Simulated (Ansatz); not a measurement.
**Li15MnF16: course of a relaxation**

All numbers below come from Ansatz, DFT PBE, scalar-relativistic, plane waves, PAW. (420 eV cutoff, 2×2×2 k-mesh, shifted by half a step, Gaussian smearing of 0.01 eV, collinear spin)

What was changed: Mn on a Li site (Wyckoff letter a), charge +0, atoms relaxed at the host's cell.

In a supercell of 32 atoms the defect feels its periodic images, and the cell reads as a metal on the mesh, so a level in the gap can't be told from a carrier in the bands.

Command:

```bash
ansatz run input.yaml --threads 4 --pin off --max-ram 6144MiB --backend cpu --events-out ev --progress --plain --runs-dir out
```

Input:

```yaml
crystal:
  lattice:
    - [-4.0681815579, 4.0681815579, -4.0681815579]
    - [4.0681815579, -4.0681815579, -4.0681815579]
    - [-4.0681815579, -4.0681815579, 4.0681815579]
  atoms:
    - { symbol: Mn, position: [0.5, 0.25, 0.25], spin: 4.0 }
    - { symbol: Li, position: [0.25, 0.25, 0.5] }
    - { symbol: Li, position: [0.0, 0.25, 0.75] }
    - { symbol: Li, position: [0.75, 0.0, 0.25] }
    - { symbol: Li, position: [0.75, 0.25, 0.0] }
    - { symbol: Li, position: [0.5, 0.0, 0.5] }
    - { symbol: Li, position: [0.25, 0.0, 0.75] }
    - { symbol: Li, position: [0.0, 0.75, 0.25] }
    - { symbol: Li, position: [1.0, 1.0, 1.0] }
    - { symbol: Li, position: [0.75, 0.75, 0.5] }
    - { symbol: Li, position: [0.5, 0.75, 0.75] }
    - { symbol: Li, position: [0.25, 0.5, 0.25] }
    - { symbol: Li, position: [0.25, 0.75, 0.0] }
    - { symbol: Li, position: [0.0, 0.5, 0.5] }
    - { symbol: Li, position: [0.75, 0.5, 0.75] }
    - { symbol: Li, position: [0.5, 0.5, 0.0] }
    - { symbol: F, position: [0.75, 0.25, 0.5] }
    - { symbol: F, position: [0.5, 0.25, 0.75] }
    - { symbol: F, position: [0.25, 0.25, 0.0] }
    - { symbol: F, position: [0.0, 0.0, 0.5] }
    - { symbol: F, position: [0.0, 0.25, 0.25] }
    - { symbol: F, position: [0.75, 0.0, 0.75] }
    - { symbol: F, position: [0.5, 0.0, 0.0] }
    - { symbol: F, position: [0.25, 0.75, 0.5] }
    - { symbol: F, position: [0.25, 0.0, 0.25] }
    - { symbol: F, position: [0.0, 0.75, 0.75] }
    - { symbol: F, position: [0.75, 0.75, 0.0] }
    - { symbol: F, position: [0.5, 0.5, 0.5] }
    - { symbol: F, position: [0.5, 0.75, 0.25] }
    - { symbol: F, position: [0.25, 0.5, 0.75] }
    - { symbol: F, position: [0.0, 0.5, 0.0] }
    - { symbol: F, position: [0.75, 0.5, 0.25] }
  host:
    lattice:
      - [0.0, 2.0340907789, 2.0340907789]
      - [2.0340907789, 0.0, 2.0340907789]
      - [2.0340907789, 2.0340907789, 0.0]
    atoms:
      - { symbol: Li, position: [0.0, 0.0, 0.0] }
      - { symbol: F, position: [0.5, 0.5, 0.5] }
basis:
  ecutwfc: 420
  xc_grid: 2
kpoints:
  mp_grid: { grid: [2, 2, 2], shift: [0.5, 0.5, 0.5] }
hamiltonian:
  xc: pbe
scf:
  occupations: { method: gaussian, width: 0.01 }
output:
  forces: true
  stress: false
  eigenvalues: true
  populations: true
  charged_corrections:
    defect_position: [0.5, 0.25, 0.25]
    epsilon: [[11.1012, 0.0, 0.0], [0.0, 11.1012, 0.0], [0.0, 0.0, 11.1012]]
  write_density: true
  write_potential: true
  elf: true
  volumetric_format: npy
magnetization:
  spin_polarized: true
relax:
  adjacent_minimum: "off"
  f_tol: 0.025
  max_steps: 45
```

F is the free energy.

Steps:

```
step F − F(1) (eV) largest force component (eV/Å)
   1         0.0000                           1.977
   2        -0.6467                           1.081
   3        -0.9367                           0.060
   4        -0.9448                           0.021
```

Relaxed structure:

```cif
data_structure
_symmetry_space_group_name_H-M 'P 1'
_symmetry_Int_Tables_number 1
_cell_length_a 7.0463
_cell_length_b 7.0463
_cell_length_c 7.0463
_cell_angle_alpha 109.471
_cell_angle_beta 109.471
_cell_angle_gamma 109.471
_cell_volume 269.32
loop_
_atom_site_label
_atom_site_type_symbol
_atom_site_fract_x
_atom_site_fract_y
_atom_site_fract_z
_atom_site_occupancy
Mn1 Mn 0.50000 0.25000 0.25000 1
Li1 Li 0.24638 0.25000 0.50362 1
Li2 Li 0.00000 0.25000 0.75000 1
Li3 Li 0.75362 0.99638 0.25000 1
Li4 Li 0.75362 0.25000 0.99638 1
Li5 Li 0.50000 0.99638 0.50362 1
Li6 Li 0.24638 0.99638 0.74276 1
Li7 Li 0.00000 0.75000 0.25000 1
Li8 Li 0.99276 0.99638 0.99638 1
Li9 Li 0.75362 0.75724 0.50362 1
Li10 Li 0.50000 0.75000 0.75000 1
Li11 Li 0.24638 0.50362 0.25000 1
Li12 Li 0.24638 0.74276 0.99638 1
Li13 Li 0.00724 0.50362 0.50362 1
Li14 Li 0.75362 0.50362 0.75724 1
Li15 Li 0.50000 0.50362 0.99638 1
F1 F 0.76935 0.25000 0.51935 1
F2 F 0.50000 0.25000 0.75000 1
F3 F 0.23065 0.25000 0.98065 1
F4 F 0.00000 0.00000 0.50000 1
F5 F 0.00000 0.25000 0.25000 1
F6 F 0.75000 0.00000 0.75000 1
F7 F 0.50000 0.98065 0.98065 1
F8 F 0.25000 0.75000 0.50000 1
F9 F 0.23065 0.98065 0.25000 1
F10 F 0.00000 0.75000 0.75000 1
F11 F 0.75000 0.75000 0.00000 1
F12 F 0.50000 0.51935 0.51935 1
F13 F 0.50000 0.75000 0.25000 1
F14 F 0.25000 0.50000 0.75000 1
F15 F 0.00000 0.50000 0.00000 1
F16 F 0.76935 0.51935 0.25000 1
```

The run converged. Time: 7.5 s on 4 threads of AMD EPYC 9R45 96-Core Processor (Zen 5) (shared host), peak memory 1 GiB.